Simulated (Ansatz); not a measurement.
## Ti on an Eu site in Eu2H3Cl

Computed with the plane-wave PAW code Ansatz (scalar-relativistic, PAW set soft_2): PBEsol, collinear spin, 420 eV cutoff, k-mesh 3×4×4.

The relaxed host crystal (no gap at this level of theory):

```xyz
6
Lattice="3.9398 0.0000 0.0000 -1.9699 3.4120 0.0000 0.0000 0.0000 6.5536" Properties=species:S:1:pos:R:3 pbc="T T T"
Cl    0.0000    0.0000    0.0000
Eu    1.9699    1.1373    4.6174
Eu    0.0000    2.2747    1.9362
H     1.9699    1.1373    2.2769
H     0.0000    2.2747    4.2768
H     0.0000    0.0000    3.2768
```

Supercell of 18 atoms, rows of the matrix [[0,0,-1],[-1,1,0],[2,1,0]] times the cell vectors; Ti on an Eu site at (0.667, 0.333, 0.705) in fractions of the cell above. Atoms are relaxed at the host's cell. The cell loses 1 of its 6 Eu, so this is a heavily doped crystal.

Nearest atoms to the Ti atom: in the perfect crystal H 2.30 Å, H 2.30 Å, H 2.30 Å, H 2.34 Å, H 2.64 Å, H 2.64 Å, H 2.64 Å; relaxed H 1.85 Å, H 2.08 Å, H 2.08 Å, H 2.08 Å, H 2.18 Å, H 2.18 Å, H 2.18 Å.

| charge | moment of the cell (μB) | moment on Ti (μB) | gap of the cell on the mesh (eV) |
| --- | --- | --- | --- |
| 0 | 37.00 | 0.99 | 0.09 |

Formation energy of the neutral defect: 2.50 eV, taking atoms from and to the elements' standard states (no corrections for gases), so it belongs to those chemical potentials alone.

Caveats: 4f shell without a U, which puts 4f levels too near the Fermi level; open f or d shells may hold a state above the lowest; small supercell, so energies and levels can be off by tenths of an eV; the atoms kept the symmetry of the start, so a distorted state could lie lower.
